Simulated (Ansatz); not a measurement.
## AlGa2N3 (ordering on zincblende): the band gap by level of theory

All numbers come from Ansatz 0.2.0. Values at 0 K without nuclear motion; no magnetic order is allowed, and the phase may be a hypothetical one.

The cell is AlGa2N3 as one 6-atom ordering (P3m1) on the zincblende lattice; cell and atoms were relaxed with r2SCAN. Around Al lie 4 N at 1.88–1.91 Å; around Ga lie 4 N at 1.94–1.96 Å; around Ga lie 4 N at 1.94 Å; around N lie 3 Al at 1.91 Å and 1 Ga at 1.96 Å; around N lie 4 Ga at 1.94 Å; around N lie 1 Al at 1.88 Å and 3 Ga at 1.94 Å.

Space group P3m1 (No. 156). a = 3.150 Å, b = 3.150 Å, c = 7.718 Å, α = 90.00°, β = 90.00°, γ = 120.00°

| atom | site | symmetry | x | y | z |
| --- | --- | --- | --- | --- | --- |
| Al | 1a | 3m. | 0.0000 | 0.0000 | 0.9997 |
| Ga | 1c | 3m. | 0.6667 | 0.3333 | 0.6692 |
| Ga | 1b | 3m. | 0.3333 | 0.6667 | 0.3310 |
| N | 1c | 3m. | 0.6667 | 0.3333 | 0.9231 |
| N | 1b | 3m. | 0.3333 | 0.6667 | 0.5830 |
| N | 1a | 3m. | 0.0000 | 0.0000 | 0.2439 |

Relaxed lattice by functional, symmetry kept:
```csv
functional,k mesh,a (Å),c (Å),volume (Å³/atom)
PBE,12×12×4,3.182,7.795,11.39
r2SCAN,12×12×4,3.150,7.718,11.06
```

On this one geometry the levels give:

| level | k mesh | gap (eV) | kind | edges | least direct gap (eV) | rough cost |
| --- | --- | --- | --- | --- | --- | --- |
| PBE | 12×12×4 | 2.34 | direct | Γ | 2.34 | 30 core-seconds |
| PBE+SOC | 12×12×4 | 2.34 | direct | Γ | 2.34 | 2.6 core-minutes |
| r2SCAN | 12×12×4 | 2.81 | direct | Γ | 2.81 | 60 core-seconds |
| HSE06 | 6×6×2 | 3.62 | direct | Γ | 3.62 | 5 core-minutes |
| PBE0 | 6×6×2 | 4.33 | direct | Γ | 4.33 | 6 core-minutes |

PBE: smearing of 0.02 eV; the others have fixed occupations.
Wave cutoffs: 420 eV, 500 eV (r2SCAN).
Costs come from shared machines and give only the order; PBE's includes the band path. The runs had 4 threads of Intel(R) Xeon(R) Processor @ 2.50GHz (Skylake/Cascade Lake), with other jobs on the host.

HSE06 gives a direct gap of 3.62 eV at Γ. Spin-orbit coupling changes the PBE gap by -0.005 eV, to 2.34 eV.

r2SCAN covers 36 % of the step from PBE to HSE06, while HSE06 needs about 6 times r2SCAN's rough cost (on a coarser mesh). Spin-orbit coupling moves the least or the direct gap by up to 0.01 eV, so it can be left out where a tenth of an eV counts. Among these functionals the gap stays direct.

r2SCAN (ground state on 9×9×4): ε∞: 5.02 along x and y, 5.00 along z. Born charges, averaged over directions: Al +2.64, Ga +2.57 to +2.64, N -2.68 to -2.58 e.

Only the levels marked +SOC include spin-orbit coupling.
